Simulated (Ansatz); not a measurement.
SnO2:
```
CELL_PARAMETERS angstrom
      5.10069     0.00000     0.00000
      0.00000     5.10069     0.00000
      0.00000     0.00000     5.10069
ATOMIC_POSITIONS crystal
  Sn 0.00000 0.50000 0.50000
  Sn 0.50000 0.50000 0.00000
  Sn 0.50000 0.00000 0.50000
  Sn 0.00000 0.00000 0.00000
  O  0.33972 0.16028 0.83972
  O  0.66028 0.83972 0.16028
  O  0.16028 0.83972 0.33972
  O  0.83972 0.16028 0.66028
  O  0.83972 0.33972 0.16028
  O  0.16028 0.66028 0.83972
  O  0.66028 0.66028 0.66028
  O  0.33972 0.33972 0.33972
```

Relaxed with r²SCAN. Independent-particle spectrum: no excitons, no local fields, no scissors shift; 0.1 eV broadening; ε₁ of the summed bands alone.

Problem. Tabulate the dielectric function from DFT-r²SCAN in the program Ansatz with PAW potentials.

Solution. 

| E (eV) | ε₁ xx | ε₂ xx |
|---|---|---|
| 0.0 | 4.44 | 0.00 |
| 0.3 | 4.45 | 0.00 |
| 0.6 | 4.48 | 0.00 |
| 0.9 | 4.54 | 0.00 |
| 1.2 | 4.63 | 0.00 |
| 1.5 | 4.83 | 0.00 |
| 1.8 | 5.14 | 0.46 |
| 2.1 | 4.88 | 0.71 |
| 2.4 | 4.74 | 0.76 |
| 2.7 | 4.70 | 0.77 |
| 3.0 | 4.71 | 0.79 |
| 3.3 | 4.76 | 0.82 |
| 3.6 | 4.90 | 0.84 |
| 3.9 | 5.03 | 1.15 |
| 4.2 | 4.96 | 1.32 |
| 4.5 | 4.93 | 1.43 |
| 4.8 | 4.94 | 1.52 |
| 5.1 | 5.01 | 1.61 |
| 5.4 | 5.14 | 1.71 |
| 5.7 | 5.44 | 1.88 |
| 6.0 | 5.77 | 2.79 |
| 6.3 | 5.17 | 3.28 |
| 6.6 | 5.22 | 3.11 |
| 6.9 | 5.13 | 5.88 |
| 7.2 | 2.95 | 4.49 |
| 7.5 | 3.06 | 3.79 |
| 7.8 | 1.70 | 4.36 |
| 8.1 | 2.06 | 1.84 |
| 8.4 | 3.93 | 1.55 |
| 8.7 | 4.55 | 2.96 |
| 9.0 | 4.30 | 4.26 |
| 9.3 | 3.56 | 4.76 |
| 9.6 | 3.17 | 5.04 |
| 9.9 | 1.93 | 5.35 |
| 10.2 | 1.44 | 5.05 |
| 10.5 | 0.99 | 4.58 |
| 10.8 | 0.34 | 4.31 |
| 11.1 | 0.12 | 3.67 |
| 11.4 | 0.15 | 3.17 |
| 11.7 | 0.33 | 2.73 |
| 12.0 | 0.57 | 2.79 |

Problem. From ε at 3.1 eV (xx: 4.72 + 0.80i), find n, k, the normal reflectivity and the absorption coefficient.

Solution. n = 2.18, k = 0.183, R = 14 %, α = 2kE/ħc = 57000 cm⁻¹.

With all bands, ε∞ without local fields is 4.70.

Space group Pa-3. The workflow started from a Materials Project entry (that database holds measured and hypothetical structures alike); the Crystallography Open Database copy checked does not list it. It is not the phase usual at ambient conditions (space group No. 136). The cell was relaxed with r²SCAN under the symmetry of its start; its stability against distortions is not shown here. Scalar-relativistic: spin–orbit coupling is off unless named, which matters more the heavier the elements.

Potentials: the later of the program's two PAW sets.
